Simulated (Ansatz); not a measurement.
Mg: a fit and a missing row

Mg, P6_3/mmc, a = 3.187 Å, c = 5.114 Å. Ansatz: PBEsol, PAW, 420 eV, Γ-centred 18×18×8 mesh on 2 atoms, Gaussian smearing 0.10 eV; no spin polarisation. Shape and atoms are relaxed at each volume; pressure is positive in compression.

| V (Å³/atom) | P (GPa) |
| --- | --- |
| 21.143 | 2.63 |
| 21.818 | 1.22 |
| 22.493 | 0.01 |
| 23.168 | ? |
| 23.842 | -1.92 |

Q: Take V0 = 22.493 Å³/atom, count pressures from its P0 = 0.01 GPa, fit the third-order Birch–Murnaghan form to the other rows, and predict the missing pressure.

A: With the Eulerian strain f = ½[(V0/V)^(2/3) − 1] and y = (P − P0)/[3f(1 + 2f)^(5/2)], the form is the line y = B0 + 1.5 B0 (B0′ − 4) f. Rows (f, y): 0.02106, 37.4; 0.01026, 37.4; -0.01904, 37.2. Means f = 0.004093, y = 37.333; Σ(Δf)² = 0.0008610, ΣΔfΔy = 0.004627; the slope is their ratio. y = 37.31 + 5.373 f GPa, so B0 = 37.3 GPa and B0′ = 4 + 2 × (5.373)/(3 × 37.31) = 4.10. At V = 23.168, f = -0.00976, y = 37.26 and P = -1.03 GPa. The run gave -1.03 GPa, the same to the digits shown.